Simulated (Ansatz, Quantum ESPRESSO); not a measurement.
**One calculation of HfMoC2, 3 ways**

```
CELL_PARAMETERS angstrom
3.19142 0.00000 0.00000
0.00000 3.19142 0.00000
0.00000 0.00000 4.48516
ATOMIC_POSITIONS crystal
Hf 0.00000 0.00000 0.00000
Mo 0.50000 0.50000 0.50000
C 0.50000 0.50000 0.00000
C 0.00000 0.00000 0.50000
```

The cell comes from a database or a generator and needn't be the stable form of this composition.

Alike in all runs: task band structure; functional LDA; k mesh 8 × 8 × 6; occupations fermi-dirac, width 0.05 eV; no spin polarisation; no spin-orbit coupling. LDA stands for any of its common fits. Pressure is positive in compression and, in plane waves, holds the error of the finite cutoff, which Ansatz's Pulay term estimates and takes out.

```json
{"program and potentials": "Ansatz, Ansatz PAW", "plane-wave cutoff (eV)": "420", "notes": "potentials made for PBE, which Ansatz adapts in part; 12 valence electrons an atom on average; Pulay term of +0.32 GPa included", "pressure (GPa)": "-14.36"}
{"program and potentials": "Ansatz, all-electron LAPW, scalar-relativistic", "plane-wave cutoff (eV)": "-", "notes": "-", "pressure (GPa)": "-14.29"}
{"program and potentials": "Quantum ESPRESSO, GBRV 1.5 LDA", "plane-wave cutoff (eV)": "612", "notes": "8.5 valence electrons an atom on average", "pressure (GPa)": "-14.19"}
```

The pressure spans -14.36 (Ansatz, Ansatz PAW) to -14.19 GPa (Quantum ESPRESSO, GBRV 1.5 LDA), with all-electron results at -14.29. The cell lies far from this level's equilibrium.

The functional is the same throughout but for its coding, so the spread measures potentials, basis and numerics; runs on potential files found faulty are left out.
